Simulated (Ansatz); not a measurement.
Ti (diamond, space group No. 227) under volume change, DFT-PBEsol in the program Ansatz with PAW potentials, scaled uniformly.

```json
[
 {"V (Å³/atom)": "22.943", "E − E(relaxed) (meV/atom)": "15.8", "P (GPa)": "2.17"},
 {"V (Å³/atom)": "23.699", "E − E(relaxed) (meV/atom)": "…", "P (GPa)": "…"},
 {"V (Å³/atom)": "24.456", "E − E(relaxed) (meV/atom)": "1.7", "P (GPa)": "0.75"},
 {"V (Å³/atom)": "25.212", "E − E(relaxed) (meV/atom)": "0.0", "P (GPa)": "-0.01"},
 {"V (Å³/atom)": "25.968", "E − E(relaxed) (meV/atom)": "1.6", "P (GPa)": "-0.65"},
 {"V (Å³/atom)": "26.725", "E − E(relaxed) (meV/atom)": "…", "P (GPa)": "…"},
 {"V (Å³/atom)": "27.481", "E − E(relaxed) (meV/atom)": "13.1", "P (GPa)": "-1.76"}
]
```

Problem. Fill in the missing entries.

Solution. 
- 26.725, E − E(relaxed) (meV/atom): 6.0
- 26.725, P (GPa): -1.22
- 23.699, E − E(relaxed) (meV/atom): 7.0
- 23.699, P (GPa): 1.50

Problem. What does a third-order Birch–Murnaghan fit give for V₀, B₀ and B′?

Solution. V₀ = 25.25 Å³/atom, B₀ = 22.2 GPa, B′ = 1.1.

Space group Fd-3m (diamond). The start of the workflow was typed in or built on a structure type; neither database checked (COD, Materials Project) lists it. It is not the phase usual at ambient conditions (space group No. 194). The cell was relaxed with PBEsol under the symmetry of its start. At this level the phase is mechanically unstable. The final state is ferromagnetic, chosen from 4 collinear starts compared on coarse meshes (ties went to the first, and starts can fall back to one state), not a proven ground state.

Potentials: the earlier of the program's two PAW sets.
